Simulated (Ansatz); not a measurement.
# Ir: computed property card

Ir:
```xyz
2
Lattice="2.7307 0.0000 0.0000 -1.3654 2.3649 0.0000 0.0000 0.0000 4.4169" Properties=species:S:1:pos:R:3 pbc="T T T"
Ir     1.3654     0.7883     3.3127
Ir     0.0000     1.5766     1.1042
```

Space group P6_3/mmc (No. 194), hcp (Mg type); conventional cell a = 2.731 Å, b = 2.731 Å, c = 4.417 Å, α = 90.00°, β = 90.00°, γ = 120.00°.

Method: DFT-r²SCAN in the program Ansatz with PAW potentials. Structure relaxed to zero pressure with the same functional. Other levels are named where they apply.

### Cell and energy

| Property | Value |
|---|---|
| Volume per atom | 14.26 Å³ |
| Density | 22.38 g/cm³ |

### Electronic structure

| Property | Value |
|---|---|
| Electronic character | metallic (no gap) |
| Density of states at the Fermi level | 1.1 states/eV per atom (mean over ±0.08 eV) |
| Gap with spin–orbit coupling | none (metallic) |

### Mechanics

| Item | Result |
|---|---|
| Bulk modulus (Birch–Murnaghan fit) | 373 GPa |
| Pressure derivative B′ | 5.1 |
| Elastic constants (relaxed ions, GPa) | C11 = 640, C12 = 214, C13 = 256, C33 = 635, C44 = 98.0 |
| Mechanical stability | stable (all eigenvalues of C positive) |
| Hill bulk and shear moduli | 374 and 151 GPa |
| Young's modulus | 400 GPa |
| Poisson's ratio | 0.32 |
| Debye temperature from the elastic constants | 358 K |

### Phonons

| Property | Value |
|---|---|
| Highest zone-centre frequency | 199 cm⁻¹ |
| Zone-centre stability | no imaginary mode at Γ |

The first step of the workflow began from a Materials Project structure, measured or hypothetical; the Crystallography Open Database copy checked does not list it. It is not the phase usual at ambient conditions (space group No. 225). Symmetry was held in the r²SCAN relaxation. The run is not spin-polarised. As this level gives no gap, shear constants depend on the k-mesh and smearing (Fermi–Dirac, 0.1 eV here). As this level gives no gap, phonon frequencies hold no LO–TO term and depend on the k-mesh and smearing (Fermi–Dirac, 0.1 eV here). Axis ratios of metals converge slowly with the k-mesh, so a and c are less sure than the volume. On the denser mesh and wider smearing of the elastic run this cell carries a stress of 0.9 GPa. Spin–orbit coupling is left out wherever it is not named.

Potentials: the later of the program's two PAW sets.
